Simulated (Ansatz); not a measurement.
Starting cell, Sc (hcp, Mg type):

```
CELL_PARAMETERS angstrom
      3.27721     0.00000     0.00000
     -1.63861     2.83815     0.00000
      0.00000     0.00000     5.08550
ATOMIC_POSITIONS crystal
  Sc 0.33333 0.66667 0.75000
  Sc 0.66667 0.33333 0.25000
```

Scan: atom 1 (Sc, nearest neighbour Sc at 3.169 Å; its periodic images, 3.3 Å or more away, move with it) is displaced along Cartesian x, direction (1.000, 0.000, 0.000) in Cartesian axes, by s. The other atoms stay.

The numbers are results of PBEsol (plane waves to 420 eV, PAW, scalar-relativistic; Ansatz, an electronic-structure program), not measurements. k mesh 13×13×8 (Γ-centred), Fermi-Dirac smearing 0.05 eV. The energy includes the smearing's −TS. With partly filled bands, energies and forces of such displacements shift with the k mesh and the smearing. F⊥ is the part of the force across the line. Sc is run without spin polarisation. Sc was relaxed with its symmetry unable to fall. The PAW data are Ansatz's earlier set. ΔE is measured from the undisplaced structure.

**Question.** Give the computed ΔE (meV/cell) and |F⊥| (eV/Å) at s (Å) = -0.630, -0.504, -0.252, -0.126, 0.252, 0.378.

**Answer.** 
```
s (Å)   ΔE (meV/cell)  |F⊥| (eV/Å)
------  -------------  -----------
-0.630            264        0.224
-0.504            180        0.142
-0.252             48        0.041
-0.126             12        0.013
0.252              48        0.041
0.378             105        0.084
```

(A displaced cell: forces are minus the slopes of the energy, force constants its curvatures, and phonons follow from these.)
